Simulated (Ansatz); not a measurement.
Al$_{2}$GaN$_{3}$:
```
Al2GaN3
1.0
    5.74322     1.56793     0.00000
   -5.74322     1.56793     0.00000
   -1.89499     0.00000     7.17567
Al Ga N
4 2 6
Direct
  0.05580   0.94420   0.61077
  0.11108   0.88892   0.22330
  0.77688   0.22312   0.55548
  0.44596   0.55404   0.88697
  0.72293   0.27707   0.94240
  0.39036   0.60964   0.27820
  0.85240   0.14760   0.81500
  0.51837   0.48163   0.14754
  0.18169   0.81831   0.48495
  0.23561   0.76439   0.09828
  0.90472   0.09528   0.43528
  0.56901   0.43099   0.75703
```

Relaxed with PBEsol. Special points in fractions of this cell's reciprocal vectors: Γ (0.000, 0.000, 0.000); C (0.270, 0.270, 0.000); C2 (-0.270, 0.730, 0.000); Y2 (-0.500, 0.500, 0.000); M2 (-0.500, 0.500, 0.500); D (-0.262, 0.738, 0.500); D2 (0.262, 0.262, 0.500); A (0.000, 0.000, 0.500); L2 (0.000, 0.500, 0.500); V2 (0.000, 0.500, 0.000).

Task: List the band energies nearest the valence-band maximum at these points for PBEsol in the plane-wave PAW code Ansatz.

Result: In eV from the valence-band maximum; about four levels below and three above (degenerate sets whole), none deeper than 8.9 eV; points with the same levels are listed once.

| k | below | above |
|---|---|---|
| Γ | -0.87 -0.06 -0.01 0.00 | 3.26 5.08 5.33 |
| C | -1.50 -1.44 -1.08 -1.03 | 4.77 4.97 5.33 |
| Y2 | -0.82 -0.67 -0.54 -0.37 | 5.24 5.33 5.58 |
| M2 | -0.70 -0.63 -0.27 -0.20 | 5.08 5.15 5.59 |
| D | -1.32 -1.30 -1.16 -1.13 | 5.10 5.24 5.96 |
| A | -0.51 -0.42 -0.31 -0.11 | 4.62 4.71 5.08 |
| L2 | -1.88 -1.05 -0.92 -0.76 | 5.28 5.40 5.57 |
| V2 | -1.53 -1.43 -1.31 -1.27 | 4.71 5.08 5.49 |

Space group Cm. The workflow started from a Materials Project entry (that database holds measured and hypothetical structures alike); the Crystallography Open Database copy checked does not list it. With Al and Ga taken as one species the cell has the higher symmetry P6_3mc, so it may be an ordered model of a mixed-site phase. Its standing as an ambient phase is unchecked. The PBEsol relaxation kept the symmetry of its start; of distortions, only those at the zone centre were tested. Scalar-relativistic: spin–orbit coupling is off unless named, which matters more the heavier the elements.

Potentials: the later of the program's two PAW sets.
